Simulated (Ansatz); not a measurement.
Stability of a relaxed cell of Sc2Si2Au7

Atoms and cell were relaxed at zero pressure (4.3 % in volume from the start). The relaxed cell:

```
CELL_PARAMETERS angstrom
5.01645 4.58181 -0.41678
5.01645 -4.58181 -0.41678
2.18195 0.00000 -4.62679
ATOMIC_POSITIONS crystal
Au 0.56376 0.10412 0.66522
Au 0.89588 0.43624 0.33478
Au 0.43624 0.89588 0.33478
Au 0.10412 0.56376 0.66522
Au 0.00000 0.00000 0.50000
Au 0.64552 0.64552 0.98041
Au 0.35448 0.35448 0.01959
Sc 0.21407 0.78593 0.00000
Sc 0.78593 0.21407 0.00000
Si 0.23518 0.23518 0.57289
Si 0.76482 0.76482 0.42711
```

Space group C2/m (No. 12); conventional cell a = 10.067 Å, b = 9.164 Å, c = 5.115 Å, α = 90.00°, β = 120.00°, γ = 90.00°.

Computed with plane-wave PAW DFT (Ansatz 0.2.0): PBE, 420 eV cutoff, 3×3×4 Γ-centred mesh, methfessel-paxton occupations of width 0.087 eV. Spin: none; no U, no spin-orbit coupling.

**Question.** What is its formation energy?

**Answer.** -0.406 eV an atom at 0 K against the elements' lowest computed crystals and the free molecules of gases, with no empirical correction.

**Question.** Is it stable against splitting into other phases?

**Answer.** Among the phases that we computed and relaxed alike, the lowest mixture with other formulas is 18 % Si + 14 % ScAu₂ + 68 % ScAu4 (shares of atoms). The cell lies 88 meV an atom above it, so it would gain by splitting into them.

The start was: a known structure type with other elements put in, at an estimated volume. An invented cell need not be a known compound.

Caveats: differences under 20 meV an atom lie within the error of meshes and cutoff; no moments were allowed, so a magnetic state may lie lower; the k mesh is coarse if the cell is a metal; the relaxation keeps the start's symmetry, so a distorted cell may lie lower; no spin-orbit coupling, which can move compounds of heavy elements by tens of meV.
